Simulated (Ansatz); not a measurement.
**Structures of PN2: which is lowest?**

Plane-wave DFT in Ansatz with scalar-relativistic PAW potentials, cutoff 420 eV, Γ-centred meshes chosen by cell and gap, Gaussian smearing with energies taken to zero width. Every cell was relaxed (cell and atoms) in a run of its own, within the symmetry of its start. Functional: PBE.

Relaxed structures (starts from databases or built by putting these elements on another compound's sites):
A. Ibam, 6 atoms in the computed cell, a = 6.152 Å, b = 6.242 Å, c = 4.661 Å; sites (symmetry × multiplicity) P 222 × 4, N ..m × 8; start: built
B. P4_2/mnm, 6 atoms in the computed cell, a = 4.194 Å, c = 2.685 Å; sites (symmetry × multiplicity) P m.mm × 2, N m.2m × 4; start: built

Q: Rank them by energy. Could pressure change the order?

A:
```csv
structure,group,E − E(lowest) (meV/atom),V (Å³/atom),gap on mesh (eV)
B,P4_2/mnm,0.0,7.87,0.00
A,Ibam,230,14.92,0.00
```

B is lowest, 230 meV/atom under A. The lowest is also the densest of these, so pressure wouldn't bring one of the others in at first order. Other structures may lie lower than all of these, and vibrations aren't counted.

Spin polarisation was left out, and a magnetic state may lie lower.